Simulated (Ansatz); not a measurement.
# Surface calculation: fcc Ni (111), 6 layers

The slab is cut from the fcc crystal, the stable phase, as relaxed on PAW files (10.89 Å³/atom), with 16 Å of vacuum and a dipole correction:

```yaml
crystal:
  lattice:
    - [2.48804, 0.00000, 0.00000]
    - [-1.24402, 2.15470, 0.00000]
    - [0.00000, 0.00000, 26.15740]
  atoms:
    - { symbol: Ni, position: [0.16667, 0.33333, 0.30584] }
    - { symbol: Ni, position: [0.50000, 0.00000, 0.38350] }
    - { symbol: Ni, position: [0.83333, 0.66667, 0.46117] }
    - { symbol: Ni, position: [0.16667, 0.33333, 0.53883] }
    - { symbol: Ni, position: [0.50000, 0.00000, 0.61650] }
    - { symbol: Ni, position: [0.83333, 0.66667, 0.69416] }
```

Level of theory: DFT with PBE, scalar-relativistic, in Ansatz 0.2.0; a Γ-centred 19×19×1 k mesh, Fermi–Dirac smearing of 0.05 eV, spin-polarised from start moments Ni1 1, Ni2 1, Ni3 1, Ni4 1, Ni5 1, Ni6 1 μB. LAPW: all electrons, basis error target 1 meV/atom; PAW: frozen-core files, cutoff 420 eV.

The bulk energy comes from a cell in the slab's orientation on a 19×19×7 mesh. The surface energy is (E(slab) − N·E(bulk))/2A at zero smearing, the mean of both faces; thin slabs carry quantum-size effects.

The magnetic state is the one reached from the start moments; other orders weren't searched.

Q: As cut, the LAPW slab lies 1.304 eV above 6 atoms of bulk. What surface energy is that?

A: Over two faces of 5.36 Å² it is 121.6 meV/Å², and times 16.02 J/m² per eV/Å² that gives γ = 1.949 J/m².

```csv
method,γ as cut (J/m²),γ relaxed (J/m²),Φ as cut (eV),Φ relaxed (eV)
LAPW,1.949,1.942,5.06,5.05
PAW,1.948,1.941,5.06,5.05
```

Q: How do the spacings between the planes relax?

A: From the bottom face up: d12 -1.4 % of 2.031 Å, d23 -0.1 % of 2.031 Å, d34 +0.1 % of 2.031 Å, d45 -0.1 % of 2.031 Å, d56 -1.4 % of 2.031 Å.

Q: How do the moments vary through the slab?

A: Ni1 0.71, Ni2 0.71, Ni3 0.67, Ni4 0.67, Ni5 0.71, Ni6 0.71 μB in the LAPW spheres; the bulk has Ni 0.67 μB.

Q: What changes if the vacuum is set to 7 Å?

A: LAPW then gives: no gap, work function 4.99 eV; PAW: no gap, work function 4.70 eV. The program warns that the vacuum is too thin.
